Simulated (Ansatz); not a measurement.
Input:

AlN:
```
AlN
1.0
    3.12080     0.00000     0.00000
   -1.56040     2.70269     0.00000
    0.00000     0.00000    10.11172
Al N
4 4
Direct
  0.00000   0.00000   0.00141
  0.00000   0.00000   0.50141
  0.66667   0.33333   0.75033
  0.33333   0.66667   0.25033
  0.00000   0.00000   0.81194
  0.00000   0.00000   0.31194
  0.66667   0.33333   0.56195
  0.33333   0.66667   0.06195
```

This is the PBE-relaxed structure.

### Question
All from the program Ansatz at the PBE level (PAW), unless another level is named. Predict the Hill bulk and shear moduli.

### Answer
193 and 120 GPa.

### Question
Next, the zero-point energy?

### Answer
94.5 meV/atom.

Space group P6_3mc. The cell is a constructed one: a structure type filled with these elements. Its sites differ from those of the usual phase in this space group: another stacking or structure type. Symmetry was held in the PBE relaxation; phonons on a q-mesh show no instability.

Potentials: the later of the program's two PAW sets.
